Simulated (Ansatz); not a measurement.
MgO$_{2}$: energy along a strain

MgO$_{2}$, R-3m, a = 3.168 Å, c = 10.372 Å. The structure is a Materials Project entry; whether it is the stable form wasn't checked. Ansatz: PBEsol, PAW, 420 eV, Γ-centred 12×12×12 mesh on 3 atoms, Gaussian smearing 0.05 eV; no spin polarisation. Cell vectors (Å): 1.584 0.914 3.457; -1.584 0.914 3.457; 0.000 -1.829 3.457. The cell is strained by x per cent times the pattern (1 1 0 0 0 0) in the order xx yy zz yz xz xy (engineering shears), with fractional coordinates held. y is the free energy over the start, V0 = 10.014 Å³/atom.

| x (%) | y (meV/atom) |
| --- | --- |
| -2.00 | ? |
| -1.50 | 4.41 |
| -1.00 | 1.94 |
| -0.50 | 0.48 |
| 0.00 | 0.00 |
| 0.50 | 0.48 |
| 1.00 | 1.87 |
| 1.50 | 4.14 |
| 1.75 | 5.61 |
| 2.00 | 7.29 |

Problem. Fit y = c2 x² + c3 x³ to the other rows, get the stiffness along the pattern, and predict the missing energy.

Solution. Least squares on the rows shown. y = 1.901 x² − 0.03943 x³. The clamped-ion stiffness p·C·p = 2 × 19.01 eV × 160.2 / 10.014 Å³ = 608 GPa. At x = -2.00 the fit asked for gives 7.92 meV/atom. The run gave 7.96 meV/atom, so the fit is 0.04 meV/atom too low, a small miss on the scale of the series.

Cost: 10 runs of about 0.47 core-minutes in all, on Intel Xeon Platinum 8488C (Sapphire Rapids) (shared hosts).